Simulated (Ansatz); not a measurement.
**Trajectory cell O32Zn5Mg27 of rocksalt MgO alloyed with ZnO**

All numbers below come from DFT, PBEsol, PAW, plane waves (Ansatz).

Command:

```sh
ansatz run in.yaml --threads 2 --pin off --max-ram 30400MiB --runs-dir r --events-out ev --progress --plain --backend cuda --devices 0, --max-vram 18GiB
```

The input less its lattice and atoms:

```yaml
accuracy: low
kpoints:
  mp_grid: { grid: [1, 1, 1] }
hamiltonian:
  xc: pbesol
scf:
  occupations: { method: fermi_dirac, width: 0.1 }
md:
  ensemble: nvt_langevin
  timestep: 2.5
  n_steps: 240
  temperature: 1200
  temperature_schedule: [{ n_steps: 120, end_temperature: 1200 }, { n_steps: 120, end_temperature: 1200 }]
  friction: 0.02
  initial_velocities: maxwell_boltzmann
  seed: 1
```

Start:

```xyz
64
Lattice="8.4947 0.0000 0.0000 0.0000 8.4947 0.0000 0.0000 0.0000 8.4947" Properties=species:S:1:pos:R:3 pbc="T T T"
O     2.0861    8.4539    8.4829
O     2.0938    0.0137    4.2237
O     2.1207    4.2179    8.4763
O     2.0881    4.2904    4.2517
O     6.4044    0.0394    0.0389
O     6.3588    8.4757    4.2139
O     6.3901    4.2657    0.0057
O     6.3710    4.2791    4.2538
O     0.0205    2.1372    8.4771
O     8.4841    2.0960    4.3012
O     0.0134    6.3587    0.0102
O     8.4807    6.3704    4.2633
O     4.2528    2.1073    0.0013
O     4.2576    2.1088    4.2357
O     4.2288    6.3695    0.0167
O     4.2305    6.3681    4.2203
O     8.4869    8.4936    2.1312
O     8.4864    0.0219    6.3672
O     0.0198    4.2781    2.1292
O     0.0107    4.2877    6.3321
O     4.2471    8.4748    2.1553
O     4.2459    0.0185    6.3534
O     4.2269    4.2278    2.1213
O     4.2454    4.2454    6.4083
O     2.0982    2.1263    2.0761
O     2.1161    2.1120    6.3706
O     2.1412    6.3617    2.1101
O     2.1330    6.4015    6.3967
O     6.3436    2.1218    2.1267
O     6.3848    2.1522    6.3375
O     6.3582    6.3517    2.0854
O     6.3697    6.3604    6.3743
Zn    8.4837    8.4780    8.4856
Zn    2.1263    2.1621    0.0071
Zn    2.1253    2.1372    4.2491
Zn    2.1385    4.2451    2.1054
Zn    8.4943    6.3804    6.3801
Mg    0.0122    0.0050    4.2256
Mg    8.4750    4.2249    8.4789
Mg    0.0024    4.2559    4.2369
Mg    4.2066    0.0318    8.4721
Mg    4.2305    8.4870    4.2366
Mg    4.2625    4.2214    8.4872
Mg    4.2584    4.2443    4.2598
Mg    2.1042    6.3527    0.0166
Mg    2.1353    6.3670    4.2453
Mg    6.3549    2.1034    8.4911
Mg    6.3800    2.1243    4.2661
Mg    6.3516    6.3597    0.0170
Mg    6.3660    6.4080    4.2379
Mg    2.1454    8.4638    2.1186
Mg    2.1154    8.4887    6.3884
Mg    2.1163    4.2454    6.3964
Mg    6.3230    0.0022    2.1713
Mg    6.3774    8.4933    6.3532
Mg    6.3690    4.2667    2.1309
Mg    6.3425    4.1986    6.3713
Mg    0.0143    2.1327    2.0896
Mg    8.4731    2.1210    6.3854
Mg    8.4759    6.3499    2.1134
Mg    4.2290    2.1158    2.1281
Mg    4.2407    2.1075    6.3566
Mg    4.2734    6.3373    2.1553
Mg    4.2666    6.3559    6.3832
```

Some of the steps:

```
step  free energy without the kinetic part, less step 0 (eV)  temperature (K)  largest force component (eV/Å)
   0                                                   0.000             1181                            0.78
   5                                                   4.203              620                            2.56
  10                                                   6.674              607                            2.68
  15                                                   6.151              843                            2.82
  20                                                   6.501              989                            3.11
  25                                                   7.074              899                            3.01
  30                                                   6.817             1017                            3.32
  35                                                   8.029              948                            4.01
  40                                                   8.628              944                            4.11
  45                                                   8.737             1072                            3.91
  50                                                   9.301             1011                            2.75
  55                                                   8.397             1144                            3.21
  60                                                   7.902             1021                            2.74
  65                                                   8.075             1193                            2.90
  70                                                   7.729             1255                            3.99
  75                                                   7.690             1112                            4.52
  80                                                   8.236             1125                            2.59
  85                                                   8.604             1054                            2.72
  90                                                   9.382              959                            3.95
  95                                                   7.988             1237                            3.23
 100                                                   8.274             1193                            3.26
 105                                                   9.190             1423                            4.58
 110                                                  10.886             1155                            3.38
 115                                                  10.940             1180                            2.97
 120                                                  10.311             1170                            4.89
 125                                                   9.810             1241                            4.42
 130                                                   9.145             1161                            3.25
 135                                                   8.360             1367                            3.31
 140                                                   9.436             1151                            4.61
 145                                                   9.355             1101                            3.30
 150                                                  10.289              986                            3.38
 155                                                   7.682             1248                            3.84
 160                                                   8.932             1019                            4.56
 165                                                   8.159             1341                            3.10
 170                                                   9.058             1088                            4.07
 175                                                  10.778             1049                            4.21
 180                                                  11.078             1138                            3.32
 185                                                   8.932             1461                            3.53
 190                                                  10.528             1168                            3.16
 195                                                  11.107             1240                            4.42
 200                                                   9.976             1313                            5.33
 205                                                  10.870             1256                            4.38
 210                                                   9.719             1205                            3.78
 215                                                   8.589             1270                            3.87
 220                                                   9.460             1271                            4.99
 225                                                  10.449             1291                            3.45
 230                                                   9.479             1473                            4.10
 235                                                   9.409             1513                            3.45
 240                                                  10.853             1230                            4.95
```

Structure at step 120 of the program's count:

```xyz
64
Lattice="8.4947 0.0000 0.0000 0.0000 8.4947 0.0000 0.0000 0.0000 8.4947" Properties=species:S:1:pos:R:3 pbc="T T T"
O     2.1017    0.0173    8.2219
O     2.1376    8.3525    4.2014
O     2.0147    4.4134    0.0188
O     1.9823    4.5086    4.4070
O     6.4713    8.4594    8.3317
O     6.0865    0.0512    4.1377
O     6.3711    4.2434    0.0953
O     6.3344    4.0883    4.1155
O     0.1057    2.2038    0.2154
O     8.4389    2.2711    4.2709
O     8.3579    6.3688    0.1018
O     0.0936    6.3467    4.1047
O     4.0541    2.0969    8.3356
O     4.0458    2.2204    3.8006
O     4.1585    6.2749    8.2488
O     4.1152    6.0589    4.2016
O     8.4033    0.1103    2.2697
O     0.0995    0.1315    6.1343
O     8.3448    4.5817    2.2289
O     8.3034    4.2488    6.4141
O     4.1166    0.0206    1.9969
O     4.1375    0.0563    6.1272
O     4.2385    4.1843    1.9365
O     4.2265    4.1465    6.2802
O     1.9483    2.0533    2.2556
O     2.1695    2.2805    6.2545
O     1.9835    6.3014    1.7530
O     1.8853    6.5664    6.3239
O     6.3110    2.2398    2.0337
O     6.2983    1.9691    6.2058
O     6.0908    6.3933    2.0141
O     6.3963    6.2569    6.2958
Zn    0.0279    8.2469    8.4883
Zn    2.0023    2.3041    0.1143
Zn    1.9313    1.9929    4.3161
Zn    2.0428    4.0392    2.1515
Zn    8.3536    6.2805    6.2654
Mg    0.1640    0.0864    4.1841
Mg    8.3814    4.2154    8.4580
Mg    0.0417    4.2995    4.1320
Mg    4.2550    0.0943    8.0977
Mg    4.0641    0.1845    3.9362
Mg    4.0912    4.3899    8.4190
Mg    4.0527    4.1742    4.2417
Mg    1.9659    6.3006    8.3162
Mg    2.0326    6.3049    4.2086
Mg    6.4555    2.3009    0.0372
Mg    6.4230    2.0585    4.2044
Mg    6.2810    6.1973    0.2168
Mg    6.4629    6.2024    4.2169
Mg    1.9683    8.4591    1.8572
Mg    2.1310    0.0432    6.2378
Mg    1.8817    4.2918    6.3226
Mg    6.3366    0.0150    2.0591
Mg    6.4697    8.4834    6.2942
Mg    6.2605    4.3463    2.0780
Mg    6.3378    4.0951    6.3121
Mg    8.3561    2.0731    2.2080
Mg    0.1153    2.0540    6.3843
Mg    0.0155    6.3299    2.1926
Mg    4.2206    2.0741    1.9072
Mg    4.1626    2.1147    6.2761
Mg    4.1455    6.4379    1.6597
Mg    4.1949    6.3500    6.0817
```

End:

```xyz
64
Lattice="8.4947 0.0000 0.0000 0.0000 8.4947 0.0000 0.0000 0.0000 8.4947" Properties=species:S:1:pos:R:3 pbc="T T T"
O     1.8899    0.3535    8.4924
O     1.8942    0.1536    4.2464
O     2.0755    4.5438    0.1912
O     1.8776    4.4516    4.4269
O     6.1742    0.1786    0.3886
O     6.0838    0.1708    4.4203
O     5.7799    4.3688    0.3346
O     6.3796    4.5090    4.3767
O     8.1164    2.4261    8.4159
O     8.2505    2.3799    4.1985
O     8.0709    6.5930    0.1772
O     8.4114    6.6463    4.3997
O     3.9467    2.4277    8.4334
O     3.9499    2.1467    4.3266
O     4.0930    6.5488    8.4303
O     4.0060    6.5124    4.3566
O     8.3985    0.0496    2.2288
O     8.2280    0.2901    6.3335
O     8.2326    4.4144    2.1405
O     8.2025    4.3409    6.6113
O     3.8427    0.2312    2.1264
O     3.9238    0.3289    6.2916
O     4.0666    4.2821    2.1547
O     3.9280    4.6604    6.1472
O     1.7507    2.3895    2.2336
O     1.6815    2.2896    6.3620
O     2.0718    6.4279    2.1011
O     1.9044    6.5989    6.3223
O     6.1620    2.3357    2.4520
O     6.2075    2.3820    6.4244
O     6.2262    6.6094    2.4192
O     6.2718    6.5921    6.3695
Zn    8.2558    0.1906    0.1067
Zn    1.9427    2.4962    0.0814
Zn    1.8055    2.1100    4.3819
Zn    1.7252    4.3897    2.2098
Zn    8.1239    6.8125    6.4981
Mg    8.4080    0.2340    4.3003
Mg    8.2087    4.4335    0.2149
Mg    8.3950    4.5005    4.4245
Mg    4.0315    0.3503    0.1584
Mg    4.0330    0.1807    4.2766
Mg    3.9899    4.3846    0.3197
Mg    3.9475    4.6188    4.1792
Mg    1.8855    6.5707    0.0381
Mg    1.9685    6.3520    4.4813
Mg    6.2066    2.3900    0.0928
Mg    6.1182    2.5396    4.4865
Mg    6.0666    6.5848    0.1703
Mg    6.2631    6.5312    4.3686
Mg    1.7530    0.2045    2.1403
Mg    2.1204    0.2247    6.3579
Mg    1.7908    4.5872    6.4676
Mg    6.2046    0.1888    2.2296
Mg    5.9781    0.1710    6.4496
Mg    5.9589    4.4956    2.2350
Mg    5.9978    4.5154    6.2509
Mg    8.0706    2.3508    2.2202
Mg    7.9674    2.2914    6.4452
Mg    8.3237    6.4844    2.1222
Mg    4.2813    2.3740    2.4498
Mg    3.7539    2.4236    6.3991
Mg    3.9404    6.6021    2.3975
Mg    3.9028    6.5616    6.4759
```

The run ended as planned.

Time: 8.1 min of wall time on one NVIDIA H100 with 2 processor threads, on a host shared with other runs; peak host memory 1.2 GiB.
